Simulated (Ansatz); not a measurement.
BN (zinc blende, space group No. 216), the program Ansatz at the LDA level (PAW). The conduction-band minimum lies at X, with 3 equivalent valleys. Second derivatives d²E/dk² of the lowest band at one valley (eV·Å²), along Cartesian directions:

```csv
direction,d²E/dk²
[100],8.508
[010],25.63
[001],25.63
[110],17.07
[101],17.07
[011],25.62
```

Task: Find the principal effective masses, the density-of-states mass and the conductivity mass.

Result: Off-diagonal terms follow from H_xy = H[110] − (H_xx + H_yy)/2, and m*/mₑ = 7.620 eV·Å² over each eigenvalue: 0.30, 0.30, 0.90. One valley's DOS mass (m₁m₂m₃)^(1/3) = 0.43, conductivity mass 3/(Σ 1/mᵢ) = 0.38 mₑ.

Task: What effective density of states Nc follows at 300 K for parabolic valleys?

Result: Nc = 2.509e19 × 3 × (0.43)^(3/2) ≈ 2.1e19 cm⁻³.

Task: With the computed static dielectric constant 6.74 (mean of the diagonal), estimate a hydrogenic donor's binding energy and radius.

Result: E = 13.606 eV × 0.38/6.74² ≈ 110 meV; a = 0.529 Å × ε/m* ≈ 9.4 Å. Semilocal masses tend to be too small where the gap is.

Task: With ε∞ = 4.57 and ω_LO = 1296 cm⁻¹, what Fröhlich coupling constant follows?

Result: α = (1/ε∞ − 1/ε0) √(m* × 13.606 eV/ħω_LO) = 0.40.

Space group F-43m (zinc blende). Symmetry was held in the LDA relaxation; phonons on a q-mesh show no instability.

Potentials: the earlier of the program's two PAW sets.
